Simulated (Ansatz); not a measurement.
TaAg in space group Pmma (No. 51; Ag on 2e, Ta on 2f) at seven volumes, the program Ansatz at the PBEsol level (PAW), shape and atoms relaxed at each. One row is withheld.

| V (Å³/atom) | P (GPa) |
|---|---|
| 15.383 | 20.79 |
| 15.890 | 12.62 |
| 16.397 | 5.76 |
| 16.904 | 0.00 |
| 17.411 | ? |
| 17.918 | -8.84 |
| 18.425 | -12.17 |

Task: Fit the shown pressures and predict the withheld one.

Result: Third-order Birch–Murnaghan: P = (3/2)B₀(x^(7/2) − x^(5/2))[1 + (3/4)(B′ − 4)(x − 1)] with x = (V₀/V)^(2/3). Least squares on the six rows gives V₀ = 16.905 Å³/atom, B₀ = 174.8 GPa, B′ = 4.91. At V = 17.411, x = 0.9805 and P = -4.80 GPa. The run itself gave -4.82 GPa.

The start of the workflow was typed in or built on a structure type; neither database checked (COD, Materials Project) lists it. Its standing as an ambient phase is unchecked. The PBEsol relaxation kept the symmetry of its start; phonons show weakly imaginary modes. The run is not spin-polarised. Its formation energy is positive at this level, so the cell may be metastable or incomplete. Scalar-relativistic: spin–orbit coupling is off unless named, which matters more the heavier the elements.

Potentials: the later of the program's two PAW sets.
